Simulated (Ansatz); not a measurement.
Given:

CaC2:
```
CELL_PARAMETERS angstrom
      2.74523     2.73031     0.00000
     -2.74523     2.73031     0.00000
     -2.51285     0.00000     3.18898
ATOMIC_POSITIONS crystal
  Ca 0.00000 0.00000 0.00000
  C  0.60552 0.39448 0.19414
  C  0.39448 0.60552 0.80586
```

This is the r²SCAN-relaxed structure. x, y and z are the axes in which the lattice vectors are written.

Problem. All from DFT-r²SCAN in the program Ansatz with PAW potentials, unless another level is named. Give the band gap.

Solution. 1.73 eV (indirect).

Problem. Give the electron effective mass.

Solution. 0.32, 0.35, 1.4 mₑ (principal values).

Problem. And the formation energy from the elements (no fitted shifts)?

Solution. -0.14 eV/atom.

Problem. What about the valence-band maximum?

Solution. off the standard path, at k = (0.026, -0.026, 0.391) in fractions of the reciprocal vectors.

Space group C2/m. The first step of the workflow began from a Materials Project structure, measured or hypothetical; the Crystallography Open Database copy checked does not list it. COD files the formula under space group No. 2. Whether it is the stable phase at ambient conditions was not checked. The r²SCAN relaxation kept the symmetry of its start; its stability against distortions is not shown here. The references are the lowest solids computed at this level, not always the standard phases.

Potentials: the later of the program's two PAW sets.
